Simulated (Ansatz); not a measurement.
ZnS:
```xyz
2
Lattice="0.0000 2.7217 2.7217 2.7217 0.0000 2.7217 2.7217 2.7217 0.0000" Properties=species:S:1:pos:R:3 pbc="T T T"
S      4.0825     4.0825     4.0825
Zn     0.0000     0.0000     0.0000
```

Relaxed with PBE.

Task: Which orbitals make up the states near the band edges in plane-wave PAW PBE (Ansatz code)?

Result: Top 1 eV of the valence band: S 3p 88 %, Zn 3d 8 %. Bottom 1 eV of the conduction band: Zn 4s 57 %, S 3s 26 %, S 3p 15 %. Projections are on Löwdin-orthogonalised atomic valence shells; empty p or d shells of many metals are not among them.

Task: Tabulate the density of states.

Result: States/eV per cell of 2 atoms, in 0.25 eV bins, energy from the valence-band maximum.

| E (eV) | total | Zn 3d | S 3p | Zn 4s |
|---|---|---|---|---|
| -7.85 | 0.00 | 0.00 | 0.00 | 0.00 |
| -7.60 | 0.00 | 0.00 | 0.00 | 0.00 |
| -7.35 | 0.00 | 0.00 | 0.00 | 0.00 |
| -7.10 | 0.00 | 0.00 | 0.00 | 0.00 |
| -6.85 | 0.00 | 0.00 | 0.00 | 0.00 |
| -6.60 | 0.00 | 0.00 | 0.00 | 0.00 |
| -6.35 | 1.77 | 1.47 | 0.24 | 0.05 |
| -6.10 | 16.82 | 15.06 | 1.59 | 0.15 |
| -5.85 | 15.76 | 15.33 | 0.31 | 0.09 |
| -5.60 | 5.10 | 4.74 | 0.14 | 0.10 |
| -5.35 | 0.55 | 0.51 | 0.01 | 0.01 |
| -5.10 | 0.07 | 0.01 | 0.05 | 0.01 |
| -4.85 | 0.45 | 0.05 | 0.30 | 0.09 |
| -4.60 | 1.62 | 0.18 | 0.98 | 0.40 |
| -4.35 | 1.99 | 0.32 | 1.09 | 0.50 |
| -4.10 | 0.91 | 0.17 | 0.49 | 0.18 |
| -3.85 | 0.66 | 0.13 | 0.36 | 0.11 |
| -3.60 | 0.49 | 0.09 | 0.27 | 0.08 |
| -3.35 | 0.40 | 0.07 | 0.22 | 0.06 |
| -3.10 | 0.34 | 0.06 | 0.20 | 0.04 |
| -2.85 | 1.31 | 0.13 | 1.05 | 0.05 |
| -2.60 | 1.38 | 0.13 | 1.12 | 0.05 |
| -2.35 | 1.43 | 0.12 | 1.18 | 0.05 |
| -2.10 | 1.87 | 0.14 | 1.60 | 0.04 |
| -1.85 | 1.92 | 0.15 | 1.65 | 0.03 |
| -1.60 | 1.90 | 0.15 | 1.64 | 0.03 |
| -1.35 | 1.88 | 0.15 | 1.63 | 0.02 |
| -1.10 | 1.90 | 0.15 | 1.66 | 0.01 |
| -0.85 | 1.67 | 0.14 | 1.46 | 0.01 |
| -0.60 | 0.99 | 0.09 | 0.87 | 0.00 |
| -0.35 | 0.62 | 0.06 | 0.55 | 0.00 |
| -0.10 | 0.22 | 0.02 | 0.20 | 0.00 |
| 0.15 | 0.00 | 0.00 | 0.00 | 0.00 |
| 0.40 | 0.00 | 0.00 | 0.00 | 0.00 |
| 0.65 | 0.00 | 0.00 | 0.00 | 0.00 |
| 0.90 | 0.00 | 0.00 | 0.00 | 0.00 |
| 1.15 | 0.00 | 0.00 | 0.00 | 0.00 |
| 1.40 | 0.00 | 0.00 | 0.00 | 0.00 |
| 1.65 | 0.00 | 0.00 | 0.00 | 0.00 |
| 1.90 | 0.00 | 0.00 | 0.00 | 0.00 |
| 2.15 | 0.00 | 0.00 | 0.00 | 0.00 |
| 2.40 | 0.02 | 0.00 | 0.00 | 0.01 |
| 2.65 | 0.03 | 0.00 | 0.00 | 0.02 |
| 2.90 | 0.05 | 0.00 | 0.01 | 0.03 |
| 3.15 | 0.09 | 0.00 | 0.02 | 0.05 |
| 3.40 | 0.27 | 0.00 | 0.05 | 0.14 |
| 3.65 | 0.67 | 0.00 | 0.11 | 0.28 |
| 3.90 | 0.89 | 0.00 | 0.14 | 0.31 |
| 4.15 | 1.30 | 0.00 | 0.21 | 0.43 |
| 4.40 | 2.09 | 0.01 | 0.37 | 0.69 |
| 4.65 | 1.67 | 0.01 | 0.32 | 0.58 |
| 4.90 | 1.22 | 0.00 | 0.24 | 0.39 |
| 5.15 | 1.01 | 0.00 | 0.18 | 0.28 |
| 5.40 | 0.72 | 0.00 | 0.10 | 0.15 |
| 5.65 | 0.71 | 0.00 | 0.09 | 0.13 |
| 5.90 | 1.44 | 0.00 | 0.18 | 0.25 |
| 6.15 | 1.80 | 0.00 | 0.15 | 0.20 |
| 6.40 | 1.36 | 0.00 | 0.09 | 0.12 |
| 6.65 | 0.72 | 0.00 | 0.02 | 0.01 |
| 6.90 | 0.78 | 0.00 | 0.02 | 0.01 |

Space group F-43m (zinc blende). The PBE relaxation kept the symmetry of its start.

Potentials: the later of the program's two PAW sets.
